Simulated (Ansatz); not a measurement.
Bands of P

```yaml
crystal:
  lattice:
    - [1.64774, -5.46504, 0.00000]
    - [1.64774, 5.46504, 0.00000]
    - [0.00000, 0.00000, 4.54364]
  atoms:
    - { symbol: P, position: [0.40414, 0.59586, 0.91118] }
    - { symbol: P, position: [0.59586, 0.40414, 0.08882] }
    - { symbol: P, position: [0.09586, 0.90414, 0.41118] }
    - { symbol: P, position: [0.90414, 0.09586, 0.58882] }
```

Atoms are numbered in the order listed.

The cell is the one relaxed in the Materials Project (mp-157), not relaxed further here; entries there can be hypothetical.

The calculation used DFT, LDA, all-electron LAPW, scalar-relativistic (Ansatz 0.2.0).

Settings: a Γ-centred 13×13×9 k mesh, Fermi–Dirac smearing of 0.03 eV, basis error target 1 meV/atom, no spin polarisation.

Points in fractions of the reciprocal vectors of this cell: Γ (0, 0, 0), Y (-0.5, 0.5, 0), C0 (-0.273, 0.727, 0), Σ0 (0.273, 0.273, 0), Z (0, 0, 0.5), A0 (0.273, 0.273, 0.5), E0 (-0.273, 0.727, 0.5), T (-0.5, 0.5, 0.5). The path joins them by straight lines in the order Γ–Y–C0–Σ0–Γ–Z–A0–E0–T; legs that retrace an earlier one aren't tabulated. Energies are in eV from the Fermi level.

Task: List the levels at T between -14 and 2 eV.

Result: -9.39 (×2), -3.34 (×2), -2.81 (×2), -2.03 (×2), 1.28 (×2).

Task: List the levels at Σ0 between -14 and 2 eV.

Result: -13.34, -12.50, -10.87, -9.50, -5.84, -5.42, -3.69, -3.41, -2.71, -2.48, 0.54, 0.68, 1.17, 1.81.

Task: List the levels at Γ between -14 and 2 eV.

Result: -13.09, -9.82, -6.83, -4.96, -4.95, -4.11, -2.87, -2.61, -1.25, 0.46, 0.88, 1.77.

Task: What is the band gap?

Result: None at this level of theory (metallic, semimetallic, or a small gap that the functional closes).
